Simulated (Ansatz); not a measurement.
## Ta: all-electron results

```
CELL_PARAMETERS angstrom
-1.65493 1.65493 1.65493
1.65493 -1.65493 1.65493
1.65493 1.65493 -1.65493
ATOMIC_POSITIONS crystal
Ta 0.00000 0.00000 0.00000
```

The cell is the one relaxed in the Materials Project (mp-50), not relaxed further here; entries there can be hypothetical.

Spin polarisation is left out, and whether a magnetic state lies lower isn't shown here.

Spin–orbit coupling is left out, though it moves levels of the heavy atoms by tenths of an eV or more.

Computed with DFT, LDA, all-electron LAPW, scalar-relativistic in Ansatz 0.2.0.

Settings: a Γ-centred 14×14×14 k mesh, Fermi–Dirac smearing of 0.05 eV, basis error target 1 meV/atom, no spin polarisation.

```yaml
Pressure_at_this_cell: -10.14 GPa
Band_gap: "none: with an odd electron count and no spin polarisation the bands can't all be full, a metal in this set-up (spin order or a larger cell could open a gap)"
Density_of_states_at_the_Fermi_level_0.2_eV_bin: 1.45 states/eV per cell
Volume_per_atom: 18.13 Å³
```
